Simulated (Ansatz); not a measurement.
**Stress against strain in Cu$_{3}$Pd**

```yaml
crystal:
  lattice:
    - [3.72200, 0.00000, 0.00000]
    - [0.00000, 3.72200, 0.00000]
    - [0.00000, 0.00000, 3.72200]
  atoms:
    - { symbol: Cu, position: [0.00000, 0.50000, 0.50000] }
    - { symbol: Cu, position: [0.50000, 0.00000, 0.50000] }
    - { symbol: Cu, position: [0.50000, 0.50000, 0.00000] }
    - { symbol: Pd, position: [0.00000, 0.00000, 0.00000] }
```

Atoms are numbered in the order listed.

The geometry is COD entry 1524619, unchecked; take it as a test cell. It differs from other determinations.

Spin polarisation is left out, and whether a magnetic state lies lower isn't shown here.

Method: Ansatz 0.2.0, DFT, PBEsol, all-electron LAPW, scalar-relativistic.

Settings: a Γ-centred 9×9×9 k mesh, Fermi–Dirac smearing of 0.05 eV, basis error target 0.5 meV/atom, no spin polarisation.

The strain is applied along the Cartesian axes of the cell as listed (the other components stay zero). Fractional coordinates are held (clamped ions).

σ is the change of stress from the unstrained cell, which is at -8.39 GPa; tension is positive, so slopes are stress–strain coefficients at that pressure. In a metal the k mesh adds noise.

Only quantities that a quadratic follows smoothly over the whole series are listed; rougher ones are left out.

| εxx = εyy | σzz (GPa) | σxx (GPa) |
| --- | --- | --- |
| -0.0200 | -5.08 | -6.47 |
| -0.0100 | -2.42 | -3.01 |
| 0.0000 | 0.00 | 0.00 |
| 0.0200 | 4.17 | 4.91 |

Task: Fit the series and read off the stiffness at zero strain.

Result: Least-squares fits y = p0 + p1 x + p2 x² to the rows give σzz (GPa): p1 = 231, p2 = -1100; σxx (GPa): p1 = 284, p2 = -2000. So 2 C12 = 231 GPa and C11 + C12 = 284 GPa.

Task: One run, at εxx = εyy = 0.0100, is withheld. Predict its row.

Result: The fits give 2.20, 2.66; the run gave 2.22, 2.61.
